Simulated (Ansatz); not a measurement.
Ansatz (a program for electronic structure) input:

Ansatz 0.2 input:
```yaml
crystal:
  lattice:
    - [-1.4866229424, 1.4866229424, 2.1019334023]
    - [1.4866229424, -1.4866229424, 2.1019334023]
    - [1.4866229424, 1.4866229424, -2.1019334023]
  atoms:
    - { symbol: Mg, position: [0.5, 0.5, 0.0] }
    - { symbol: O, position: [0.0, 0.0, 0.0] }
kpoints:
  mp_grid: { grid: [13, 13, 13] }
hamiltonian:
  xc: r2scan
  pseudopotentials: { kind: paw }
scf:
  occupations: { method: fixed }
elastic: { mode: relaxed_ion, stencil: two_point, amplitude: 0.005, f_tol: 0.0005 }
```

Output (shortened):

```
Pseudopotential: Mg, paw, valence charge 10
Pseudopotential: O, paw, valence charge 6
Functional definition: r2SCAN
Crystal: 2 atoms, lattice volume = 18.581 Å³
Basis set: ecut = 500 eV, 459 PW (Γ), exchange–correlation on 96×96×96 points (64 copies of the dense FFT grid, shifted against one another)
Bands: 12, of which v1, the nominal top of the filled ones, is band 8 counted from 1 (7 counted from 0)
Symmetry: 16 space group operations
Space group: I4/mmm (ITA 139), of the structure as read, at distance tolerance 2.6e-5 Å
k-points: 196 of 2197
SCF 1 converged in 9 iterations: F = -2498.335002 eV  dr2 = 1.53e-14
Crystal: 2 atoms, lattice volume = 18.581 Å³
SCF 2 converged in 2 iterations: F = -2498.335002 eV  dr2 = 2.02e-15
Crystal: 2 atoms, lattice volume = 18.489 Å³
Symmetry: 8 space group operations
k-points: 343 of 2197
SCF 3 converged in 8 iterations: F = -2498.334487 eV  dr2 = 3.00e-14
Crystal: 2 atoms, lattice volume = 18.674 Å³
Basis set: ecut = 500 eV, 487 PW (Γ), exchange–correlation on 96×96×96 points (64 copies of the dense FFT grid, shifted against one another)
SCF 4 converged in 8 iterations: F = -2498.334474 eV  dr2 = 7.50e-15
Crystal: 2 atoms, lattice volume = 18.489 Å³
SCF 5 converged in 8 iterations: F = -2498.334524 eV  dr2 = 1.53e-14
Crystal: 2 atoms, lattice volume = 18.674 Å³
Basis set: ecut = 500 eV, 491 PW (Γ), exchange–correlation on 96×96×96 points (64 copies of the dense FFT grid, shifted against one another)
SCF 6 converged in 7 iterations: F = -2498.334576 eV  dr2 = 4.23e-15
Crystal: 2 atoms, lattice volume = 18.581 Å³
Basis set: ecut = 500 eV, 463 PW (Γ), exchange–correlation on 96×96×96 points (64 copies of the dense FFT grid, shifted against one another)
Symmetry: 4 space group operations
k-points: 595 of 2197
SCF 7 converged in 8 iterations: F = -2498.334775 eV  dr2 = 2.42e-14
Crystal: 2 atoms, lattice volume = 18.581 Å³
SCF 8 converged in 7 iterations: F = -2498.334775 eV  dr2 = 2.65e-14
Crystal: 2 atoms, lattice volume = 18.581 Å³
Basis set: ecut = 500 eV, 467 PW (Γ), exchange–correlation on 96×96×96 points (64 copies of the dense FFT grid, shifted against one another)
SCF 9 converged in 8 iterations: F = -2498.334846 eV  dr2 = 2.66e-14
Crystal: 2 atoms, lattice volume = 18.581 Å³
SCF 10 converged in 7 iterations: F = -2498.334846 eV  dr2 = 1.54e-14
SCF converged after 2 iterations
Free energy (F): -2498.335002 eV
Harris-Foulkes:  -2498.335002 eV  (|F-HF|=4.55e-13)
Internal energy: -2498.335002 eV  (E = F + TS)
E sigma→0 (E₀):  -2498.335002 eV
Fermi energy:    7.784804 eV
--- Per-component energies (eV) ---
  E_band       = -311.253736
  E_kinetic    = 256.745047
  E_local      = -1601.602784  (includes V_loc(G=0)·N_el)
  E_nonlocal   = 142.537999
  E_hartree    = 555.006932
  E_xc         = -103.292912
  E_vxc        = -149.069585  (∫ρ·V_xc dr)
  E_paw        = -455.984078  (= ΣΔE_a)
  E_vpaw       = -79.516402  (= ΣTr[D̂ρ^β])
  E_aug_tail   = 0.001057  (compensation charges beyond the density's cutoff)
  E_vtau       = 9.637066  (kinetic-family band-sum trace: ∫τ·v_τ [+ j·A + Jᵃ·Aᵃ] dr)
  E_ewald      = -1291.688115
  E_core_change = -0.058149  (= ΣΔE_core)
  E_smearing   =  0.000000  (= −TS)
  E_closure    =  0.000000  (closes the sum)
  Σ components = -2498.335002   (vs F -2498.335002, Δ=0.00e0)
--- Forces (eV/Å), atoms counted from 1 ---
  atom   1  Mg     0.00000000     0.00000000     0.00000000
  atom   2  O      0.00000000     0.00000000     0.00000000
  max |Σ_I F_I| component: 0.0 eV/Å
--- Stress (GPa, compression-positive) ---
       -0.020931       0.000000       0.000000
        0.000000      -0.020931       0.000000
        0.000000       0.000000       0.027569
  P = ⅓ Tr σ = -0.0048 GPa (-0.048 kbar)
--- Band table (eV; the first three rows and the last of 196) ---
  k-point 0: bands = ["-67.1188", "-32.1976", "-32.1976", "-32.1974", "-10.4460", "7.7843", "7.7848", "7.7848", "13.4684", "24.6400", "24.6400", "24.6424"]
  k-point 1: bands = ["-67.1182", "-32.2023", "-32.1992", "-32.1991", "-10.3599", "7.3500", "7.6903", "7.6908", "13.9748", "23.5309", "24.8693", "24.8712"]
  k-point 2: bands = ["-67.1165", "-32.2151", "-32.2037", "-32.2036", "-10.1207", "6.4004", "7.4418", "7.4425", "15.1477", "21.7889", "25.4859", "25.4866"]
  k-point 195: bands = ["-67.1078", "-32.2686", "-32.2285", "-32.2255", "-8.9269", "3.7496", "6.2324", "6.4311", "18.0127", "19.1613", "22.0771", "28.0747"]
--- Elastic constants: 4 strain directions × 2 members + reference (group order 16) ---
  dense FFT box of the reference and of every strained cell: 24×24×24
  strains applied: 11, 33, 23, 12; error gains …
  C = ∂σ_k/∂η_j (tension-positive GPa; Voigt order 11 22 33 23 13 12):
       359.302     46.002     94.701      0.000      0.000      0.000
        46.002    359.302     94.701      0.000      0.000      0.000
        94.733     94.733    311.436      0.000      0.000      0.000
         0.000      0.000      0.000    156.728      0.000      0.000
         0.000      0.000      0.000      0.000    156.728      0.000
         0.000      0.000      0.000      0.000      0.000    108.004
  reference stress σ⁰ (GPa):      0.021      0.021     -0.028      0.000      0.000      0.000
  moduli (Voigt/Reuss/Hill, GPa): K = 166.77/166.77/166.77   G = 137.27/132.82/135.04   E = 319.02   ν = 0.181
  mechanically stable: yes (min eigenvalue of sym C = 108.00 GPa)
  strain η (Voigt 11):  stress-route row diagonal C_11 = 359.30 GPa, energy-path curvature d²(F+E_count+ΔE)/dδ²/Ω₀ = 359.26 GPa
         δ    σ_11 (GPa)             F (eV)   n_scf  n_hpsi   n_pw
    -5.000e-3      -1.8045       -2498.3344871       8   78902    493   relax 0 steps, max|allowed force component| 0.0 eV/Å
     5.000e-3       1.7885       -2498.3344739       8   77214    495   relax 0 steps, max|allowed force component| 0.0 eV/Å
  strain η (Voigt 33):  stress-route row diagonal C_33 = 311.44 GPa, energy-path curvature d²(F+E_count+ΔE)/dδ²/Ω₀ = 311.34 GPa
         δ    σ_33 (GPa)             F (eV)   n_scf  n_hpsi   n_pw
    -5.000e-3      -1.6326       -2498.3345243       8   44032    495   relax 0 steps, max|allowed force component| 0.0 eV/Å
     5.000e-3       1.4817       -2498.3345761       7   40753    495   relax 0 steps, max|allowed force component| 0.0 eV/Å
  strain η (Voigt 23):  stress-route row diagonal C_44 = 156.73 GPa, energy-path curvature d²(F+E_count+ΔE)/dδ²/Ω₀ = 156.72 GPa
         δ    σ_23 (GPa)             F (eV)   n_scf  n_hpsi   n_pw
    -5.000e-3      -0.7836       -2498.3347755       8  142599    495   relax 0 steps, max|allowed force component| 0.0 eV/Å
     5.000e-3       0.7836       -2498.3347755       7  123730    495   relax 0 steps, max|allowed force component| 0.00e0 eV/Å
  strain η (Voigt 12):  stress-route row diagonal C_66 = 108.00 GPa, energy-path curvature d²(F+E_count+ΔE)/dδ²/Ω₀ = 107.98 GPa
         δ    σ_12 (GPa)             F (eV)   n_scf  n_hpsi   n_pw
    -5.000e-3      -0.5400       -2498.3348457       8   73044    495   relax 0 steps, max|allowed force component| 0.0 eV/Å
     5.000e-3       0.5400       -2498.3348457       7   70852    495   relax 0 steps, max|allowed force component| 0.0 eV/Å
```

Cost: roughly 80 core-seconds on shared cores.

Space group Fm-3m (rock salt). The r²SCAN relaxation kept the symmetry of its start. The volume moved by -33 % from the start of the relaxation. Point labels and valley counts follow the cell and symmetry of the run, lower than the named group.

Potentials: the later of the program's two PAW sets.

Ansatz is a plane-wave DFT program.
